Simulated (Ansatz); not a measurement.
The elements of this relaxed trial crystal are hidden behind letters.

```
lattice vectors (Å)
   4.7344    0.0000    0.0000
  -2.3672    4.1001    0.0000
   0.0000    0.0000    4.5058
fractional positions
X 0.0000 0.0000 0.0000
Z 0.3333 0.6667 0.0000
Q 0.6667 0.3333 0.5000
```

Level of theory: DFT PBE, scalar-relativistic, plane waves, PAW in Ansatz. Settings of the last relaxation (3-atom cell): 420 eV, 12×12×10 k points, Gaussian smearing of 0.10 eV, collinear spin.

```
Space group                                 : P-6m2 (No. 187)
Conventional cell                           : a = 4.734 Å, c = 4.506 Å
Volume per atom                             : 29.16 Å³
Density                                     : 5.46 g/cm³
Formation energy                            : −1.23 eV/atom
Gap on the 12×12×10 mesh of the 3-atom cell : 0 eV (a metal)
Net moment per atom                         : 0.32 μB
```

Energies are uncorrected and count from the elements' standard states at the same level.

**Question.** X is a lanthanide, Z is a p-block element of period 4 and Q is a p-block element of period 3. Which elements are they?

**Answer.** X = Yb, Z = Se, Q = Cl, so the formula is YbSeCl. Density times volume gives a mean mass of 5.46 × 29.16/1.6605 = 95.9 u per atom, and this set has 95.8 u. Around Yb lie 3 Se at 2.73 Å and 6 Cl at 3.54 Å; Se has 3 Yb at 2.73 Å and 6 Cl at 3.54 Å; Cl has 6 Yb at 3.54 Å and 6 Se at 3.54 Å. Other sets within the hints have nearly the same mass, so mass alone doesn't settle it; this one was computed.

In such compounds of Yb a zero gap at this level may well be an artefact, since no Hubbard U is applied. The magnetic state reached may not be the lowest. Symmetry constrained the relaxation, so the result can be a saddle point.
